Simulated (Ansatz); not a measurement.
Consider the following.

GaAs:
```
GaAs
1.0
    0.00000     2.80133     2.80133
    2.80133     0.00000     2.80133
    2.80133     2.80133     0.00000
Ga As
1 1
Cartesian
  0.00000   0.00000   0.00000
  4.20200   4.20200   4.20200
```

This is the LDA-relaxed structure.

All from LDA in the plane-wave PAW code Ansatz, unless another level is named. Give the electronic dielectric constant ε∞ (DFPT).

14.0.

Give the static dielectric constant ε0 (ions relaxed, cell fixed).

15.8.

And the Born charges (a third of the trace)?

Ga +2.06, As -2.06 e.

Space group F-43m (zinc blende). The cell was relaxed with LDA under the symmetry of its start. Scalar-relativistic: spin–orbit coupling is off unless named, which matters more the heavier the elements.

Potentials: the earlier of the program's two PAW sets. The files were generated under PBE; for other functionals the program regenerates the frozen cores, and for LDA and PBEsol the local potential too.
